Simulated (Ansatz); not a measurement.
# How the field gradients follow the size of the cell in SrLiSbS₃

Reference cell: a measured structure from the Crystallography Open Database (COD) whose atoms were relaxed with r2SCAN, the cell held.

Space group P2_1/c (No. 14); a = 5.9300, b = 12.3260, c = 7.9410 Å, β = 90.31°.

```
site  Wyckoff  site symmetry       x       y       z
  Li       4e              1  0.2420  0.7307  0.3555
  Sr       4e              1  0.7549  0.5757  0.1528
  Sb       4e              1  0.7354  0.9076  0.1491
 S13       4e              1  0.3301  0.8779  0.1352
 S17       4e              1  0.8183  0.7707  0.3669
 S21       4e              1  0.7416  0.0667  0.3446
```

One atom of each set is listed.

Computed with Ansatz: DFT, r2SCAN, plane waves and PAW, scalar-relativistic, 500 eV cutoff, Γ-centred 5×3×4 k-points, Fermi–Dirac smearing 0.02 eV.

The cell is scaled uniformly, and the ions keep their fractional positions. Five of the sites with a gradient are followed.

Problem. How do the gradients (10²¹ V/m²) respond?

Solution. 

| V/V₀ | Li V_zz (η) | Sr V_zz (η) | Sb V_zz (η) | S13 V_zz (η) | S17 V_zz (η) |
| --- | --- | --- | --- | --- | --- |
| 1.00 | -0.080 (0.78) | -3.29 (0.46) | -23.5 (0.35) | 14.00 (0.05) | 13.69 (0.04) |
| 1.01 | -0.080 (0.78) | -3.26 (0.47) | -23.3 (0.35) | 14.07 (0.05) | 13.75 (0.03) |
| 1.03 | -0.079 (0.78) | -3.18 (0.47) | -22.8 (0.35) | 14.21 (0.05) | 13.86 (0.02) |
| 1.06 | -0.078 (0.76) | -3.08 (0.47) | -22.2 (0.35) | 14.42 (0.06) | 14.03 (0.00) |

Logarithmic slopes d ln|V_zz|/d ln V over the series: Li -0.4, Sr -1.1, Sb -1.0, S13 0.5, S17 0.4. Point charges on a uniformly scaled lattice would give −1; charge that moves in the bonds makes the difference.

The atoms aren't relaxed in the scaled cells (forces up to 0.63 eV/Å): every bond scales with the cell, where a real crystal would keep its stiff bonds nearly fixed.

Without spin–orbit coupling (the program notes it for Sb and Sr) the gradients are little affected as a rule: paired runs on crystals with a gap mostly move them by under 2 % at such atoms. With these PAW files V_zz is typically within 2 to 3 % of all-electron values, but misses above 10 % occur on Li, Sb.
